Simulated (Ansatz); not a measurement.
Given:

H in space group I4/mmm (No. 139; H on 4e), a = b = 3.445 Å, c = 4.457 Å, α = β = γ = 90.00°; the cell used has 2 atoms.

This is the r²SCAN+D4-relaxed structure.

Task: All from the program Ansatz at the r²SCAN+D4 level (PAW), unless another level is named. Give the band gap.

Result: 10.00 eV (indirect).

Task: What about the smallest direct gap on the standard path?

Result: 10.61 eV.

Task: And the conduction-band minimum?

Result: at N (4 equivalent valleys).

Task: What about the valence-band maximum?

Result: at M.

The workflow started from a Materials Project entry (that database holds measured and hypothetical structures alike); the Crystallography Open Database copy checked does not list it. It is not the usual solid phase (space group No. 194). Symmetry was held in the r²SCAN+D4 relaxation; whether a distortion lowers the energy is not shown. The substance is a gas or liquid at ambient conditions.

Potentials: the later of the program's two PAW sets.
